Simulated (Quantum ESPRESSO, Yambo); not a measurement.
# G0W0 results for Rb2NaRhF6

Space group Fm-3m (No. 225); a = b = c = 8.665 Å, α = β = γ = 90.00°

```
atom  site  symmetry       x       y       z
----  ----  --------  ------  ------  ------
F      24e      4m.m  0.0000  0.0000  0.2334
Na      4b      m-3m  0.5000  0.5000  0.5000
Rb      8c      -43m  0.2500  0.2500  0.2500
Rh      4a      m-3m  0.0000  0.0000  0.0000
```
(The calculation used a cell of 10 atoms; values per cell refer to that cell.)

The geometry is that of Materials Project entry mp-14038, symmetrised and not relaxed again.

Starting point: LDA (Quantum ESPRESSO, PseudoDojo norm-conserving, 88 Ry, without SOC). G0W0 in Yambo: 2×2×2 Γ-centred k mesh, bands 6 to 314 and a 8 Ry block in the screening, 314 bands in G with the Bruneval-Gonze terminator, plasmon pole fitted at 27.2 eV.

```json
{
  "LDA gap along the band path": "1.61 eV",
  "LDA gap between the mesh's edge points (X → X)": "1.61 eV",
  "G0W0 gap between the same points": "5.27 eV"
}
```

| k point | band | E LDA (eV) | E QP (eV) | shift (eV) | Z |
|---|---|---|---|---|---|
| Γ | VB | -0.15 | -1.65 | -1.50 | 0.80 |
| Γ | CB | 2.03 | 4.22 | 2.19 | 0.80 |
| L | VB | -0.07 | -1.58 | -1.50 | 0.80 |
| L | CB | 1.94 | 4.12 | 2.18 | 0.80 |
| X | VB | 0.00 | -1.51 | -1.51 | 0.80 |
| X | CB | 1.61 | 3.76 | 2.15 | 0.81 |

Energies count from the LDA valence-band maximum.

Nearest settings tried, and what they do to the gap: 204 bands in G: -8 meV; 122 bands in W, 122 bands in G: +96 meV. Not varied: block, mesh. So the settings aren't converged at that level. The k mesh is coarse.

Spin-orbit splittings are left out.
